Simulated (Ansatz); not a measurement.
Input:

CoSi:
```yaml
crystal:
  lattice:
    - [4.38594, 0.00000, 0.00000]
    - [0.00000, 4.38594, 0.00000]
    - [0.00000, 0.00000, 4.38594]
  atoms:
    - { symbol: Co, position: [0.85435, 0.64565, 0.35435] }
    - { symbol: Co, position: [0.64565, 0.35435, 0.85435] }
    - { symbol: Co, position: [0.35435, 0.85435, 0.64565] }
    - { symbol: Co, position: [0.14565, 0.14565, 0.14565] }
    - { symbol: Si, position: [0.15672, 0.34328, 0.65672] }
    - { symbol: Si, position: [0.34328, 0.65672, 0.15672] }
    - { symbol: Si, position: [0.65672, 0.15672, 0.34328] }
    - { symbol: Si, position: [0.84328, 0.84328, 0.84328] }
```

This is the PBEsol-relaxed structure.

Task: All from DFT-PBEsol in the program Ansatz with PAW potentials, unless another level is named. Predict the electronic character.

Result: metallic (no gap).

Task: Predict the formation energy from the elements (no fitted shifts).

Result: -70 kJ/mol-atom.

Task: And the density of states at the Fermi level?

Result: 0.14 states/eV per atom (mean over ±0.08 eV).

Space group P2_13. The PBEsol relaxation kept the symmetry of its start. No spin polarisation was allowed. The references are the lowest solids computed at this level, not always the standard phases.

Potentials: the earlier of the program's two PAW sets. The files were generated under PBE; for other functionals the program regenerates the frozen cores, and for LDA and PBEsol the local potential too.
